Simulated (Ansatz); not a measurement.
Hf$_{3}$Ge$_{2}$:
```
Hf3Ge2
1.0
    7.11370     0.00000     0.00000
    0.00000     7.11370     0.00000
    0.00000     0.00000     3.70509
Hf Ge
6 4
Direct
  0.00000   0.00000   0.00000
  0.50000   0.50000   0.00000
  0.16982   0.66982   0.50000
  0.83018   0.33018   0.50000
  0.33018   0.16982   0.50000
  0.66982   0.83018   0.50000
  0.63073   0.13073   0.00000
  0.36927   0.86927   0.00000
  0.86927   0.63073   0.00000
  0.13073   0.36927   0.00000
```

Relaxed with r²SCAN.

Task: Map the electron localisation function on the plane through (0.000, 0.000, 0.000) spanned by u = [1, 0, 0] and v = [0, 1, 0] in lattice vectors, from r²SCAN (plane waves, PAW; program Ansatz).

Result: x is the fraction of u, y of v (the angle between them is 90°; rows are the nearest grid lines); atoms in the plane: Hf at (0.00, 0.00), Hf at (0.50, 0.50), Ge at (0.63, 0.13), Ge at (0.37, 0.87), Ge at (0.87, 0.63), Ge at (0.13, 0.37).
```
|8999621257655444455544445567521269998|
|9998411465432112334554556666421258999|
|9986212565410000234544444555431136899|
|2221124654300200134554333345554211122|
|1111245664310000245664333445665432111|
|5544556665543334456765444566666556665|
|7665555666554445567665555666554445567|
|5665434456676655432223456765421001345|
|4554333345554211122221124654300200134|
|4554333445542112466653113554300000134|
|4554556666421258999998411465432112334|
|5555556676521269999999621366544333345|
|5433334456631269999999621256766555555|
|4332112345641148999998521246666554554|
|4310000034553113566642112455443334554|
|4310020034564211222211124555433334554|
|5431001245676543222345566766544345665|
|7655444556665555667655444556665555667|
|5666556666654445676544333455666554455|
|1112345665443334665420000134665421111|
|2211124555433334554310020034564211222|
|9986311345554444454320000145652126899|
|9998521246666554554332112345641148999|
|8999621257655444455544445567521269998|
```
Scale: ten equal steps from 0.008 (start of '0') to 0.845 (end of '9'), in the order '0123456789'; x runs from 0.000 to 1.00, y from 0.000 (bottom) to 1.00 (top).

The density is the valence pseudo-density with augmentation charge, so density and ELF within about 1 Å of a nucleus are not all-electron values.

Space group P4/mbm. The first step of the workflow began from a Materials Project structure, measured or hypothetical; the Crystallography Open Database copy checked does not list it. Whether it is the stable phase at ambient conditions was not checked. The cell was relaxed with r²SCAN under the symmetry of its start; its stability against distortions is not shown here. The run is not spin-polarised. Scalar-relativistic: spin–orbit coupling is off unless named, which matters more the heavier the elements.

Potentials: the later of the program's two PAW sets.
